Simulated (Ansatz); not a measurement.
Below is a relaxed structure of Mg3CdSe4. The cell was found from a structure generator's guess, not taken from experiment.

The calculation used DFT PBE, scalar-relativistic, plane waves, PAW in Ansatz. Cutoff 420 eV, Γ-centred mesh, Gaussian smearing, no spin polarisation.

```cif
data_structure
_symmetry_space_group_name_H-M 'P 1'
_symmetry_Int_Tables_number 1
_cell_length_a 4.2841
_cell_length_b 4.2841
_cell_length_c 12.0373
_cell_angle_alpha 90.000
_cell_angle_beta 90.000
_cell_angle_gamma 90.000
_cell_volume 220.92
loop_
_atom_site_label
_atom_site_type_symbol
_atom_site_fract_x
_atom_site_fract_y
_atom_site_fract_z
_atom_site_occupancy
Mg1 Mg 0.00000 0.00000 0.75461 1
Mg2 Mg 0.50000 0.50000 0.00000 1
Mg3 Mg 0.00000 0.00000 0.24539 1
Cd1 Cd 0.50000 0.50000 0.50000 1
Se1 Se 0.50000 0.00000 0.12270 1
Se2 Se 0.00000 0.50000 0.36708 1
Se3 Se 0.50000 0.00000 0.63292 1
Se4 Se 0.00000 0.50000 0.87730 1
```

The zero of energy is the elements' standard structures at the same level; no fitted shifts are applied.

Problem. Find its symmetry and describe it.

Solution. P-4m2 (No. 115), with Mg and Cd ordered on zinc blende sites. Conventional cell: a = 4.284 Å, c = 12.037 Å. Mg on a site of symmetry 2mm is surrounded by 4 Se at 2.60 Å; Mg on a site of symmetry -4m2 is surrounded by 4 Se at 2.60 Å; Cd has 4 Se at 2.67 Å; Se on its first site is surrounded by 4 Mg at 2.60 Å; 1 more site not described.

Problem. What is its formation energy per atom?

Solution. −1.098 eV/atom. It lies below the elements, which doesn't yet make it stable against other compounds or structures.

Problem. Is it a metal?

Solution. No, the gap on the 6×6×4 mesh is 1.87 eV.

The last run used a 6×6×4 mesh (in the run's order of axes) for its 8-atom cell and Gaussian smearing of 0.02 eV. Kohn–Sham gaps at this level usually fall short of measured ones. The reference form of Se is held partly by dispersion forces, which this level lacks. Symmetry constrained the relaxation, so the result can be a saddle point.
